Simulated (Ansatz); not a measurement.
Input:

ScAs:
```
CELL_PARAMETERS angstrom
      0.00000     2.70534     2.70534
      2.70534     0.00000     2.70534
      2.70534     2.70534     0.00000
ATOMIC_POSITIONS crystal
  As 0.50000 0.50000 0.50000
  Sc 0.00000 0.00000 0.00000
```

This is the PBEsol-relaxed structure.

All from the program Ansatz at the PBEsol level (PAW), unless another level is named. Predict the Poisson's ratio.

0.24.

Next, the elastic constants (relaxed ions, GPa)?

C11 = 213, C12 = 32.2, C44 = 41.3.

Space group Fm-3m (rock salt). The workflow started from an entry of the Crystallography Open Database (COD). Its standing as an ambient phase is unchecked. The cell was relaxed with PBEsol under the symmetry of its start; whether a distortion lowers the energy is not shown. The run is not spin-polarised. As this level gives no gap, shear constants depend on the k-mesh and smearing (Fermi–Dirac, 0.1 eV here).

Potentials: the later of the program's two PAW sets.
